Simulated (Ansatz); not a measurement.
Clean, relaxed (111) surface of Ir, space group Fm-3m (No. 225) (top face towards +c; held atoms: 1, 2, 3, 4):

```xyz
12
Lattice="5.4313 0.0000 0.0000 -2.7157 4.7037 0.0000 0.0000 0.0000 20.4347" Properties=species:S:1:pos:R:3 pbc="T T T"
Ir    1.3578    0.7839    8.0000
Ir    0.0000    3.1358    8.0000
Ir    4.0735    0.7839    8.0000
Ir    2.7157    3.1358    8.0000
Ir    2.7157    1.5679   10.1741
Ir    1.3578    3.9197   10.1741
Ir    0.0000    1.5679   10.1741
Ir   -1.3578    3.9197   10.1741
Ir   -1.3578    2.3518   12.3481
Ir    0.0000    0.0000   12.3481
Ir    1.3578    2.3518   12.3481
Ir    2.7157    0.0000   12.3481
```

The calculation used DFT PBE+D3(BJ), scalar-relativistic, plane waves, PAW in Ansatz. Cutoff 420 eV; k points 4×4×1 on the computed 16-atom cell (Γ-centred); Gaussian smearing, width 0.10 eV; no spin polarisation. A dipole correction removes the field between periodic images along c.

AsH3 is put on the top face, one molecule per 25.5 Å², and relaxed from 2 starts; the cell is lengthened along c to keep the vacuum. E_ads is per molecule, from the clean relaxed slab and the free relaxed molecule; negative means bound; no zero-point or thermal terms, forces under 0.04 eV/Å, and the free molecule is spin-polarised where open-shell. Heights count from the highest slab atom. Δp counts per cell along +c.

| start | E_ads (eV) | molecule | lowest atom's height (Å) | shortest contact | Δφ top (eV) | Δp (e·Å) |
| --- | --- | --- | --- | --- | --- | --- |
| random tilt, lowest atom H over a bridge Ir-Ir site | -3.52 | splits into As + H + H + H | 0.75 | H–Ir 1.59 Å | -0.90 | +0.147 |
| flat, lowest atom H over a bridge Ir-Ir site | -3.04 | splits into As + H + H + H | 0.97 | H–Ir 1.83 Å | -0.92 | +0.162 |

Each end is the local minimum that its start leads to. The pieces were run without spin polarisation.